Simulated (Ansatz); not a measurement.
SiGeC$_{2}$:
```
CELL_PARAMETERS angstrom
      3.17783     0.00000     0.00000
      0.00000     3.17783     0.00000
      0.00000     0.00000     4.48712
ATOMIC_POSITIONS crystal
  Ge 0.50000 0.50000 0.50000
  Si 0.00000 0.00000 0.00000
  C  0.50000 0.00000 0.76448
  C  0.00000 0.50000 0.23552
```

DFT-PBE in the program Ansatz with PAW potentials gives a gap of 1.50 eV without spin–orbit coupling, maximum at Γ, minimum at M.

### Question
What happens when spin–orbit coupling is switched on?

### Answer
The gap drops by 0.02 eV, to 1.48 eV; maximum at Γ, minimum at M.

### Question
Give the hole effective mass with spin–orbit coupling.

### Answer
0.37, 0.44, 0.53 mₑ (principal values).

Space group P-4m2. The start of the workflow was typed in or built on a structure type; neither database checked (COD, Materials Project) lists it. Whether it is the stable phase at ambient conditions was not checked. The cell was relaxed with PBE under the symmetry of its start; whether a distortion lowers the energy is not shown.

Potentials: the later of the program's two PAW sets.
